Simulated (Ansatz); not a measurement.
## YGe: computed property card

YGe:
```cif
data_Ge4Y4
_chemical_formula_sum 'Y4 Ge4'
_space_group_name_H-M_alt 'Cmcm'
_space_group_IT_number 63
_space_group_name_Hall '-C 2c 2'
_cell_length_a 4.28455
_cell_length_b 10.73083
_cell_length_c 3.95426
_cell_angle_alpha 90.000
_cell_angle_beta 90.000
_cell_angle_gamma 90.000
loop_
_space_group_symop_operation_xyz
  'x, y, z'
  '-x, -y, -z'
  '-x, -y, z+1/2'
  'x, y, -z+1/2'
  'x, -y, -z'
  '-x, y, z'
  '-x, y, -z+1/2'
  'x, -y, z+1/2'
  'x+1/2, y+1/2, z'
  '-x+1/2, -y+1/2, -z'
  '-x+1/2, -y+1/2, z+1/2'
  'x+1/2, y+1/2, -z+1/2'
  'x+1/2, -y+1/2, -z'
  '-x+1/2, y+1/2, z'
  '-x+1/2, y+1/2, -z+1/2'
  'x+1/2, -y+1/2, z+1/2'
loop_
_atom_site_label
_atom_site_type_symbol
_atom_site_symmetry_multiplicity
_atom_site_Wyckoff_symbol
_atom_site_fract_x
_atom_site_fract_y
_atom_site_fract_z
_atom_site_occupancy
Y1 Y 4 c 0.00000 0.13852 0.75000 1
Ge1 Ge 4 c 0.00000 0.58468 0.25000 1
```
(The calculation used a cell of 4 atoms; values per cell refer to that cell.)

Space group Cmcm (No. 63); conventional cell a = 4.285 Å, b = 10.731 Å, c = 3.954 Å, α = β = γ = 90.00°.

Method: plane-wave PAW r²SCAN (Ansatz code). The cell and atoms are relaxed at this level. Other levels are named where they apply.

### Cell and energy

| Item | Result |
|---|---|
| Volume per atom | 22.73 Å³ |
| Density | 5.90 g/cm³ |
| Formation energy from the elements (no fitted shifts) | -1.00 eV/atom |

### Electronic structure

| Item | Result |
|---|---|
| Electronic character | metallic (no gap) |
| Density of states at the Fermi level | 0.45 states/eV per atom (mean over ±0.08 eV) |

The first step of the workflow began from a Materials Project structure, measured or hypothetical; the Crystallography Open Database copy checked does not list it. Its standing as an ambient phase is unchecked. The r²SCAN relaxation kept the symmetry of its start; whether a distortion lowers the energy is not shown. The run is not spin-polarised. The references are the lowest solids computed at this level, not always the standard phases. Spin–orbit coupling is left out wherever it is not named.

Potentials: the earlier of the program's two PAW sets.
